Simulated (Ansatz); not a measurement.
**Be₃Se₂S: rattling a relaxed structure**

The structure comes from a proposed guess, relaxed at this level; another structure or a mixture of phases may lie lower.

Computed with Ansatz 0.2.0, DFT PBE, scalar-relativistic, plane waves, PAW. Plane waves to 420 eV, a k mesh through Γ of 6×6×4 on the computed 12-atom cell and Gaussian smearing (0.02 eV); no spin polarisation.

The cell below (12 atoms, space group Cmc2_1 (No. 36)) is relaxed within its symmetry.

```cif
data_structure
_symmetry_space_group_name_H-M 'P 1'
_symmetry_Int_Tables_number 1
_cell_length_a 6.1997
_cell_length_b 6.1997
_cell_length_c 5.8992
_cell_angle_alpha 90.000
_cell_angle_beta 90.000
_cell_angle_gamma 59.986
_cell_volume 196.34
loop_
_atom_site_label
_atom_site_type_symbol
_atom_site_fract_x
_atom_site_fract_y
_atom_site_fract_z
_atom_site_occupancy
Be1 Be 0.51415 0.16622 0.61315 1
Be2 Be 0.83378 0.48585 0.61315 1
Be3 Be 0.15382 0.84618 0.63114 1
Be4 Be 0.16622 0.51415 0.11315 1
Be5 Be 0.48585 0.83378 0.11315 1
Be6 Be 0.84618 0.15382 0.13114 1
Se1 Se 0.50332 0.16692 0.99293 1
Se2 Se 0.49668 0.83308 0.49293 1
Se3 Se 0.83308 0.49668 0.99293 1
Se4 Se 0.16692 0.50332 0.49293 1
S1 S 0.83758 0.16242 0.49419 1
S2 S 0.16242 0.83758 0.99419 1
```

For the test it was strained at random (σ = 1.5 % a component), the atoms were moved at random (σ = 0.10 Å), and all was relaxed again on a coarse 2×4×4 mesh (in the run’s order of axes) with 0.10 eV smearing, with no symmetry imposed.

Question: What happens?

Answer: It returns, within 1 meV/atom of the unmoved cell on that mesh and with the same symmetry when read at 0.1 Å. So it is stable against the distortions that fit this cell and that this random move excites. Modes that don't fit the cell aren't tested.
